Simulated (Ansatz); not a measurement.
# Frozen-phonon scan for GaN (zinc blende)

GaN (zinc blende)

```
GaN
1.0
    0.00000     4.49791     4.49791
    2.24896     2.24896     4.49791
    2.24896     2.24896     0.00000
N Ga
2 2
Direct
  0.00000   0.75000   0.75000
  0.50000   0.75000   0.75000
  0.00000   0.00000   0.00000
  0.50000   0.00000   0.00000
```

The atoms are displaced by Q × the pattern below (from a DFPT mode at X = (0.5, 0.5, 0.0), largest move 1; Q in Å), at fixed cell. It is one choice among 2 degenerate patterns. (q is in reciprocal vectors of the primitive cell; the cell shown is doubled to hold the pattern.)

```
atom       x       y      z
----  ------  ------  -----
N1     0.580   0.000  0.000
N2    -0.580   0.000  0.000
Ga3    0.000   1.000  0.000
Ga4    0.000  -1.000  0.000
```

All values below come from r2SCAN (plane waves to 500 eV, PAW, scalar-relativistic; Ansatz, an electronic-structure program). k mesh 13×13×13 (Γ-centred), Fermi-Dirac smearing 0.05 eV. Energies are smeared free energies. Stress and pressure are positive under compression. GaN was relaxed with its symmetry unable to fall. The zero of ΔE is the undisplaced structure.

```tsv
Q (Å)	ΔE (meV/cell)	−dE/dQ from forces (eV/Å)	P (GPa)
-0.100	103.3	2.058	-0.10
-0.083	71.8	1.719	-0.07
-0.067	46.0	1.378	-0.05
-0.050	25.9	1.035	-0.03
-0.033	11.5	0.691	-0.01
-0.017	2.9	0.346	0.00
0.000	0.0	0.000	0.00
0.017	2.9	-0.346	0.00
0.033	11.5	-0.691	-0.01
0.050	25.9	-1.035	-0.03
0.067	46.0	-1.378	-0.05
0.083	71.8	-1.719	-0.07
0.100	103.3	-2.058	-0.10
```

What the scan shows:

* **Energy at Q = 0.100 Å**: 103.3 meV/cell
* **Space group of the distorted cell**: C222_1 (No. 20), lowered from F-43m
* **Symmetry of the curve**: even: the same for both signs
* **Shape of the curve**: a single well with its minimum at or next to zero displacement
* **Harmonic wavenumber from the curvature (finite differences)**: 195 cm⁻¹
* **Wavenumber by perturbation theory (DFPT, on another k mesh)**: 195 cm⁻¹

The 13 points together took about 16 core-minutes (a rough figure).

(A displaced cell: forces are minus the slopes of the energy, force constants its curvatures, and phonons follow from these.)
